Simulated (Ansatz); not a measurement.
TlCuI3: a bulk modulus from differences

The cell was found from a structure generator's guess, not taken from experiment.

The calculation used DFT PBE, scalar-relativistic, plane waves, PAW (Ansatz 0.2.0). Settings of the last relaxation (5-atom cell): 420 eV, 8×8×8 k points, Gaussian smearing of 0.10 eV, no spin polarisation.

```yaml
crystal:
  lattice:
    - [5.54638, 0.00000, 0.00000]
    - [0.00000, 5.54638, 0.00000]
    - [0.00000, 0.00000, 5.54638]
  atoms:
    - { symbol: Tl, position: [0.50000, 0.50000, 0.50000] }
    - { symbol: Cu, position: [0.00000, 0.00000, 0.00000] }
    - { symbol: I, position: [0.50000, 0.00000, 0.00000] }
    - { symbol: I, position: [0.00000, 0.50000, 0.00000] }
    - { symbol: I, position: [0.00000, 0.00000, 0.50000] }
```

The cell was set to several volumes, with shape and atoms relaxed at each where symmetry leaves them free. Pressure is positive in compression, and energies count from the lowest row. No row has a gap on its mesh.

```tsv
row	V (Å³/atom)	P (GPa)	ΔE (meV/atom)
1	30.029	4.48	50.4
2	31.053	3.05	26.6
3	32.076	?	?
4	33.100	0.85	2.6
5	34.124	0.02	0.0
6	35.148	-0.68	2.2
7	36.171	-1.26	8.5
8	37.536	-1.88	22.0
```

Problem. Find B = −V·ΔP/ΔV from rows 4 and 6 and from rows 1 and 2, and from the two its slope B′ and its value B0 at zero pressure.

Solution. Rows 4 and 6 give −(33.100 + 35.148)/2 × (-0.68 − (0.85))/(35.148 − 33.100) = 25.5 GPa at a mean pressure of 0.08 GPa. Rows 1 and 2 give −(30.029 + 31.053)/2 × (3.05 − (4.48))/(31.053 − 30.029) = 42.7 GPa at a mean pressure of 3.77 GPa. So B′ = (42.7 − 25.5)/(3.77 − (0.08)) = 4.66 and B0 = 25.5 − 4.66 × (0.08) = 25.1 GPa. A third-order Birch–Murnaghan fit to all the energies gives B0 = 25.3 GPa and B′ = 5.0.

Problem. Estimate the pressure and energy of row 3.

Solution. From row 5, V0 = 34.124 × (1 + (0.02)/25.1) = 34.151 Å³/atom. Murnaghan's form P = (B0/B′)·[(V0/V)^B′ − 1] gives (25.1/4.66) × [(34.151/32.076)^4.66 − 1] = 1.83 GPa; the computed pressure is 1.85 GPa, so the estimate is off by -0.02 GPa. The work of compression from row 4, with the mean of the two pressures, gives ΔE = 2.6 + (1.83 + 0.85)/2 × (33.100 − 32.076)/160.2 × 1000 = 11.2 meV/atom (1 eV/Å³ = 160.2 GPa); the computed value is 11.1 meV/atom.

These runs have no spin–orbit coupling, which can matter for I and Tl. An odd number of electrons in the primitive cell allows no gap without spin; a larger cell or a magnetic state could open one. The cell is a metal run without spin; a magnetic state may lie lower. No Hubbard U is applied to the 3d shell of Cu. All volumes keep the k mesh of the relaxed cell. Symmetry constrained the relaxation, so the result can be a saddle point.
